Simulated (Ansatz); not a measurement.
Notes on Pt3Pb

```
CELL_PARAMETERS angstrom
4.06372 0.00000 0.00000
0.00000 4.06372 0.00000
0.00000 0.00000 4.06372
ATOMIC_POSITIONS crystal
Pb 0.00000 0.00000 0.00000
Pt 0.00000 0.50000 0.50000
Pt 0.50000 0.00000 0.50000
Pt 0.50000 0.50000 0.00000
```

Single point in Ansatz 0.2.0 with r2SCAN, no spin polarisation. Cutoff 500 eV, PAW datasets, 8×8×8 Γ-centred k mesh, fermi-dirac filling (width 0.1 eV).

**Question.** Is there a gap?

**Answer.** It is a metal, with about 0.93 states/eV a cell as the mean within 0.25 eV of the Fermi level, mostly Pt d (92 %).

**Question.** Is the cell too large or too small?

**Answer.** The pressure is 4.5 GPa (compression positive), so with the atoms held at these fractions the cell would first expand.

**Question.** Which element gives electrons and which takes them?

**Answer.** Bader charges in e: Pt -0.32, Pb +0.97. In the mean Pb gives up most and Pt takes most, against the order of Pauling's electronegativities.

**Question.** What do density and ELF say about some of the short contacts?

**Answer.** Pb–Pt at 2.87 Å: least valence density 0.30 e/Å³ and ELF 0.23 there. Pt–Pt at 2.87 Å: least valence density 0.32 e/Å³ and ELF 0.28 there. These are pseudo-fields; inside the PAW spheres they differ from the all-electron ones.

**Question.** What is the formation energy?

**Answer.** -0.11 eV an atom against the elements' usual phases (free molecules for gases, crystals otherwise, with no correction for O₂ or N₂), so it is bound against them; other compounds may still compete. Relaxing would lower it.

Origin: a database entry at a rescaled volume.
